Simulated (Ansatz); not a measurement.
Theory: DFT PBE, scalar-relativistic, plane waves, PAW in Ansatz 0.2.0. Settings: cutoff 420 eV, Γ-centred meshes spaced at most about 0.3 Å⁻¹, and about 0.25 Å⁻¹ or finer for metals (2π included), Gaussian smearing. No spin polarisation in the final relaxations.

Temperature and zero-point effects are left out. All come from trial cells, and lower structures may exist.

Question: Which of these relaxed structures of TiW3 is the lowest in energy?
A.

```
CELL_PARAMETERS angstrom
2.78498 0.00000 0.00000
-1.39249 2.41186 0.00000
0.00000 0.00000 9.87089
ATOMIC_POSITIONS crystal
Ti 0.33333 0.66667 0.00000
W 0.33333 0.66667 0.50000
W 0.66667 0.33333 0.25009
W 0.66667 0.33333 0.74991
```

B.

```
CELL_PARAMETERS angstrom
4.04138 0.00000 0.00000
0.00000 4.04138 0.00000
0.00000 0.00000 4.04138
ATOMIC_POSITIONS crystal
Ti 0.00000 0.00000 0.00000
W 0.50000 0.00000 0.50000
W 0.50000 0.50000 0.00000
W 0.00000 0.50000 0.50000
```

Answer: B. It has the Cu3Au (L1_2) type, space group Pm-3m (No. 221); the next, A, with Ti and W ordered on hcp sites, space group P-6m2 (No. 187), lies 24 meV/atom higher. Counting all near atoms (those within 1.25 times the shortest distance at each site), the lowest and the next both have Ti 12, W 12. Even the lowest lies +0.39 eV/atom against the elements.

Spin–orbit coupling, which can matter for W, is left out. Cells relaxed within their symmetry can be saddle points. Some structure types and database cells were kept out of the candidates from the start, so a known form may be missing.
